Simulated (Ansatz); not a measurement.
K$_{2}$PdC$_{2}$:
```yaml
crystal:
  lattice:
    - [5.11368, 0.00000, 0.00000]
    - [-2.55684, 4.42858, 0.00000]
    - [0.00000, 0.00000, 5.25993]
  atoms:
    - { symbol: K, position: [0.66667, 0.33333, 0.71743] }
    - { symbol: K, position: [0.33333, 0.66667, 0.28257] }
    - { symbol: Pd, position: [0.00000, 0.00000, 0.00000] }
    - { symbol: C, position: [0.00000, 0.00000, 0.61996] }
    - { symbol: C, position: [0.00000, 0.00000, 0.38004] }
```

Relaxed with r²SCAN. Special points in fractions of this cell's reciprocal vectors: Γ (0.000, 0.000, 0.000); M (0.500, 0.000, 0.000); K (0.333, 0.333, 0.000); A (0.000, 0.000, 0.500); L (0.500, 0.000, 0.500); H (0.333, 0.333, 0.500).

### Question
List the band energies nearest the valence-band maximum at these points for the program Ansatz at the r²SCAN with spin–orbit coupling level (PAW).

### Answer
In eV from the valence-band maximum; about four levels below and three above (degenerate sets whole), none deeper than 8.9 eV; points with the same levels are listed once.

```json
[
 {"k": "Γ", "below": "-1.44 -1.44 -1.14 -1.14", "above": "4.34 4.34 4.60 4.60"},
 {"k": "M", "below": "-1.12 -1.12 -0.57 -0.57", "above": "2.63 2.63 3.78 3.78"},
 {"k": "K", "below": "-1.12 -1.12 -0.50 -0.50", "above": "2.99 2.99 3.01 3.01"},
 {"k": "A", "below": "-0.14 -0.14 0.00 0.00", "above": "2.77 2.77 2.86 2.86"},
 {"k": "L", "below": "-0.16 -0.16 -0.03 -0.03", "above": "1.48 1.48 3.00 3.00"},
 {"k": "H", "below": "-0.17 -0.17 -0.05 -0.05", "above": "2.02 2.02 2.09 2.09"}
]
```

Space group P-3m1. The workflow started from a Materials Project entry (that database holds measured and hypothetical structures alike); the Crystallography Open Database copy checked does not list it. Whether it is the stable phase at ambient conditions was not checked. Symmetry was held in the r²SCAN relaxation; its stability against distortions is not shown here. The run is not spin-polarised.

Potentials: the later of the program's two PAW sets.
